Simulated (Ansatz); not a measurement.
According to plane-wave PAW r²SCAN+D4 (Ansatz code), MoS$_{2}$ in the trigonal phase (R3m; Mo on 3a, S on 3a, S on 3a) relaxes to a = 3.176 Å, c = 18.671 Å. Mo has 6 nearest neighbours from 2.40 Å (trigonal prismatic); S on 3a has 3 nearest neighbours from 2.40 Å (trigonal pyramidal); S on 3a has 3 nearest neighbours from 2.40 Å (trigonal pyramidal). Its formation energy from the elements is -1.00 eV/atom, with no fitted shifts.

It is gapped at this level: 1.03 eV (indirect). The screened hybrid HSE06 puts the gap at 1.42 eV. Gap from r²SCAN+D4 with spin–orbit coupling: 1.02 eV. The hole mass is 0.71, 0.71, 0.84 mₑ (principal values).

The bulk modulus is 34.9 GPa. The relaxed-ion elastic constants in GPa are C11 = 231, C12 = 61.2, C13 = 11.4, C14 = 3.3, C33 = 40.2, C44 = 14.1. The elastic constants imply a Debye temperature near 347 K. Perturbation theory gives ε∞ = 14.7 (xx = yy), 5.77 (zz). Letting the ions move raises it to ε0 = 14.9 (xx = yy), 5.80 (zz). Born charges are Mo -0.74, S +0.35 to +0.39 e. Without the LO–TO term the highest mode at Γ lies at 470 cm⁻¹. Bader charges are Mo +1.31, S -0.66 e.

Symmetry was held in the r²SCAN+D4 relaxation. The run is not spin-polarised. The references are the lowest solids computed at this level, not always the standard phases. Scalar-relativistic: spin–orbit coupling is off unless named, which matters more the heavier the elements.

Potentials: the earlier of the program's two PAW sets.
